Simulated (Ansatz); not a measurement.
ZrZn: elastic constants from stress and strain

```xyz
2
Lattice="3.3360 0.0000 0.0000 0.0000 3.3360 0.0000 0.0000 0.0000 3.3360" Properties=species:S:1:pos:R:3 pbc="T T T"
Zr    1.6680    1.6680    1.6680
Zn    0.0000    0.0000    0.0000
```

Atom numbers follow the list: Zr1, Zn2.

The geometry is COD entry 1540230, unchecked; take it as a test cell.

Theory: DFT, PBEsol, all-electron LAPW, scalar-relativistic in Ansatz 0.2.0.

Numerical set-up: a Γ-centred 10×10×10 k mesh, Fermi–Dirac smearing of 0.08 eV, basis error target 0.5 meV/atom, no spin polarisation.

The unstrained cell is at -4.25 GPa. Large strains and very small stresses are left out. Each strain is applied once, with fractional coordinates held (clamped ions), and σ below is the change of stress, positive in tension. One finite strain gives stress–strain coefficients at this pressure with an error of the order of the strain times third-order constants, a few per cent for each per cent of strain. In a metal the k mesh adds noise of tens of per cent to soft shears.

(1) With equal xy, yz and zx engineering shear strains of -1 %, the run gives σxy = -0.71 GPa and γxy = 2εxy = -0.0100. Which stiffness follows?

(2) Estimate the stiffness probed by this change, and the stress that it gives: equal xy, yz and zx engineering shear strains of +1 %.

(3) The two estimates of C44 (clamped ions) differ. Why, and which value is best?

Answers

(1) C44 (clamped ions) = σxy/γxy = 71 GPa.

(2) σxy = 0.65 GPa and γxy = 2εxy = 0.0100, so C44 (clamped ions) = σxy/γxy = 65 GPa.

(3) Finite strains add third-order terms, and in a metal the k mesh adds noise; two strains on one mesh can't tell these apart, so neither value is shown to be the better.
